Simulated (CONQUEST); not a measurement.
A self-consistent single point of Te₂Mo (P6_3/mmc, 12 atoms in the cell; from Materials Project mp-602, changed as shown).

```yaml
crystal:
  lattice:
    - [3.49434, 0.00000, 0.00000]
    - [0.00000, 6.05237, 0.00000]
    - [0.00000, 0.00000, 14.35482]
  atoms:
    - { symbol: Te, position: [0.00000, 0.33333, 0.62782] }
    - { symbol: Te, position: [0.50000, 0.16667, 0.37218] }
    - { symbol: Te, position: [0.50000, 0.16667, 0.12782] }
    - { symbol: Te, position: [0.00000, 0.33333, 0.87218] }
    - { symbol: Te, position: [0.50000, 0.83333, 0.62782] }
    - { symbol: Te, position: [0.00000, 0.66667, 0.37218] }
    - { symbol: Te, position: [0.00000, 0.66667, 0.12782] }
    - { symbol: Te, position: [0.50000, 0.83333, 0.87218] }
    - { symbol: Mo, position: [0.00000, 0.33333, 0.25000] }
    - { symbol: Mo, position: [0.50000, 0.16667, 0.75000] }
    - { symbol: Mo, position: [0.50000, 0.83333, 0.25000] }
    - { symbol: Mo, position: [0.00000, 0.66667, 0.75000] }
```

All values come from this method and carry its errors: PBE, numerical atomic orbitals double-zeta with polarisation (the shipped basis), PseudoDojo norm-conserving potentials made for PBE in CONQUEST.

CONQUEST settings:

```
key                                             value
---------------------  ------------------------------
basis                                             DZP
Diag.MPMeshX, Y, Z                              6 4 2
potentials             PseudoDojo norm-conserving PBE
Grid.GridCutoff                                140 Ha
DM.SolutionMethod                              diagon
Diag.kT                                   0.000367 Ha
Diag.GammaCentred                                true
minE.SCTolerance                              1.0e-07
SC.MaxIters                                       100
SC.LinearMixingFactor                             0.3
AtomMove.TypeOfRun                             static
```

Estimate, at this level of theory: gap on the k-point mesh, pressure and largest force (vector length).

The run gave:

```
Item                                Value
-----------------------------  ----------
Gap on the k-point mesh           0.95 eV
Pressure                        10.21 GPa
Largest force (vector length)  1.631 eV/Å
```

The gap is read on the k-point mesh of the run and can differ from the gap over the whole zone at this level.

For comparison: a first run was changed to give this one (lattice scaled by 0.98), and from it to this one the free energy rises by 64.3 meV/atom, the pressure goes from 3.08 to 10.21 GPa, the largest force goes from 0.598 to 1.631 eV/Å and the gap on the mesh goes from 0.918 to 0.948 eV.

Spin-orbit coupling is left out, which matters for bands and gaps with elements this heavy. The program uses no crystal symmetry, so grid and mesh can part values that symmetry would make equal. The atom-centred basis is finite, which shifts total energies, pressures, gaps and forces against plane waves. Forces above 1 eV/Å remain at this geometry, of which the finite basis can carry a part. The structure comes from a collection of computed structures, made at another level of theory; the collection holds predicted forms beside known ones.

Cost on one core: around 5 core-minutes (rough).
